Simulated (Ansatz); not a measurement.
YbSi₂:
```yaml
crystal:
  lattice:
    - [0.00000, 4.11404, 4.95712]
    - [2.84637, 0.00000, 4.95712]
    - [2.84637, 4.11404, 0.00000]
  atoms:
    - { symbol: Si, position: [0.64213, 0.35787, 0.64213] }
    - { symbol: Si, position: [0.35787, 0.64213, 0.35787] }
    - { symbol: Si, position: [0.60787, 0.89213, 0.60787] }
    - { symbol: Si, position: [0.89213, 0.60787, 0.89213] }
    - { symbol: Yb, position: [0.00000, 0.00000, 0.00000] }
    - { symbol: Yb, position: [0.25000, 0.25000, 0.25000] }
```

Relaxed with PBE. Special points in fractions of this cell's reciprocal vectors: Γ (0.000, 0.000, 0.000); Y (0.500, 0.000, 0.500); T (1.000, 0.500, 0.500); Z (0.500, 0.500, 0.000); Σ0 (0.000, 0.452, 0.452); U0 (1.000, 0.548, 0.548); C0 (0.500, 0.213, 0.713); A0 (0.500, 0.787, 0.287); L (0.500, 0.500, 0.500).

**Question.** List the band energies nearest the Fermi level at these points for PBE (plane waves, PAW; program Ansatz).

**Answer.** In eV from the Fermi level; about four levels below and three above (degenerate sets whole), none deeper than 8.9 eV; points with the same levels are listed once.

| k | below | above |
|---|---|---|
| Γ | -0.46 -0.46 -0.45 -0.44 -0.42 | 0.92 1.28 2.78 |
| Y | -0.45 -0.45 -0.44 -0.44 | 0.92 0.92 3.30 3.30 |
| T | -0.31 -0.31 -0.21 -0.21 | 0.50 0.50 1.34 1.34 |
| Z | -0.44 -0.44 -0.36 -0.36 | 0.17 0.17 0.43 0.43 |
| Σ0 | -0.48 -0.47 -0.39 -0.33 -0.12 | 0.06 0.27 0.75 |
| C0 | -0.42 -0.42 -0.39 -0.39 | 0.43 0.43 2.32 2.32 |
| L | -0.46 -0.45 -0.44 -0.37 | 0.25 0.54 1.15 |

Space group Fddd. The cell is a constructed one: a structure type filled with these elements; neither database checked (COD, Materials Project) lists it. COD files the formula under space group No. 191. Its standing as an ambient phase is unchecked. Symmetry was held in the PBE relaxation; whether a distortion lowers the energy is not shown. The workflow began spin-polarised and lost its moments. The 4f shell is in the valence. No Hubbard U is applied. Spin–orbit coupling is left out wherever it is not named.

Potentials: the later of the program's two PAW sets.
